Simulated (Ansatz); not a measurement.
RbSO$_{2}$F:
```
RbSO2F
1.0
    4.57457     0.00000     0.00000
    0.00000     5.77910     0.00000
   -1.82016     0.00000     6.52373
Rb S O F
2 2 4 2
Direct
  0.83421   0.75000   0.70977
  0.16579   0.25000   0.29023
  0.60160   0.75000   0.16756
  0.39840   0.25000   0.83244
  0.66996   0.54018   0.29471
  0.33004   0.45982   0.70529
  0.33004   0.04018   0.70529
  0.66996   0.95982   0.29471
  0.79842   0.25000   0.87886
  0.20158   0.75000   0.12114
```

x, y and z are the axes in which the lattice vectors are written.

**Question.** Give the high-frequency dielectric tensor and the Born effective charge tensors of the independent atoms from DFPT, the program Ansatz at the LDA level (PAW).

**Answer.** 
ε∞:
```
2.54  0.00  0.07
0.00  2.55  0.00
0.07  0.00  2.32
```
Z* of atom 1 (Rb), rows: field, columns: displacement, in e:
```
1.29  0.00  0.05
0.00  1.28  0.00
0.02  0.00  1.24
```
Z* of atom 3 (S), rows: field, columns: displacement, in e:
```
2.41  0.00  0.48
0.00  2.88  0.00
0.43  0.00  1.59
```
Z* of atom 5 (O), rows: field, columns: displacement, in e:
```
-0.73   0.22  -0.17
-0.05  -1.76   0.76
 0.03   0.30  -1.12
```
Z* of atom 9 (F), rows: field, columns: displacement, in e:
```
-2.25   0.00  -0.19
 0.00  -0.63   0.00
-0.50   0.00  -0.60
```

Space group P2_1/m. The workflow started from a Materials Project entry (that database holds measured and hypothetical structures alike); the Crystallography Open Database files this formula in space group No. 11, but the cells were not matched. Whether it is the stable phase at ambient conditions was not checked. The LDA relaxation kept the symmetry of its start; its stability against distortions is not shown here. Spin–orbit coupling is left out wherever it is not named.

Potentials: the later of the program's two PAW sets.
